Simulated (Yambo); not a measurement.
Yambo run on MoS$_{2}$ (space group P6_3/mmc, No. 194). The wavefunctions are norm-conserving PBEsol (Quantum ESPRESSO, 80 Ry, with spin-orbit coupling) ones on a 6×6×1 mesh (52 occupied bands); a = b = 3.1499 Å, c = 12.0908 Å, α = β = 90.00°, γ = 120.00°.

Yambo input:

```
rim_cut
gw0
dyson
el_el_corr
HF_and_locXC
cohsex
em1s
RandQpts= 1000000
RandGvec= 1 Ry
EXXRLvcs= 80 Ry
VXCRLvcs= 320 Ry
Chimod= "HARTREE"
% BndsRnXs
 5 | 350 |
%
NGsBlkXs= 7 Ry
% LongDrXs
 1.0 | 1.0 | 1.0 |
%
ExtendOut
% QPkrange
 1 | 1 | 52 | 52 |
 5 | 5 | 53 | 53 |
 7 | 7 | 52 | 53 |
%
```

k points by index: 1 = Γ, 5 = (0.167, 0.167, 0), 7 = K.

Table of the .qp output:

```
#    K-point    Band    Eo [eV]    E [eV]    E-Eo [eV]    Vxc [eV]    Vnlxc [eV]    Sc|Eo [eV]    Re(Z)    Im(Z)
#
    1    52    0.000000    -1.972208    -1.972208    -16.29952    -16.89791    -1.373814    1.000000    0.000000
    5    53    0.737541    -0.638838    -1.376379    -15.09631    -11.13073    -5.341959    1.000000    0.000000
    7    52    -0.635344    -2.481680    -1.846336    -16.39118    -16.84438    -1.393134    1.000000    0.000000
    7    53    1.037033    -0.182797    -1.219830    -17.53439    -13.32094    -5.433282    1.000000    0.000000
```
(The two width columns are left out.) Convergence of these settings isn't established.

Geometry relaxed with PBE+D3(BJ).
